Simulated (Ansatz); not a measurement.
CuI:
```
CuI
1.0
    4.21776     0.00000     0.00000
   -2.10888     3.65269     0.00000
    0.00000     0.00000     9.75693
Cu I
3 3
Direct
  0.49963   0.00000   0.33333
  0.00000   0.49963   0.66667
  0.50037   0.50037   0.00000
  0.49999   0.00000   0.83333
  0.00000   0.49999   0.16667
  0.50001   0.50001   0.50000
```

Relaxed with r²SCAN.

Q: Give the Bader charges and basin volumes of the independent atoms, r²SCAN (plane waves, PAW; program Ansatz).

A: 

| atom | Bader charge (e) | Bader volume (Å³) |
|---|---|---|
| Cu1 | +0.40 | 16.0 |
| I4 | -0.40 | 34.1 |

Space group P6_422. The start of the workflow was typed in or built on a structure type; neither database checked (COD, Materials Project) lists it. It is not the phase usual at ambient conditions (space group No. 216). The cell was relaxed with r²SCAN under the symmetry of its start; whether a distortion lowers the energy is not shown. The workflow began spin-polarised and lost its moments. Scalar-relativistic: spin–orbit coupling is off unless named, which matters more the heavier the elements.

Potentials: the earlier of the program's two PAW sets.
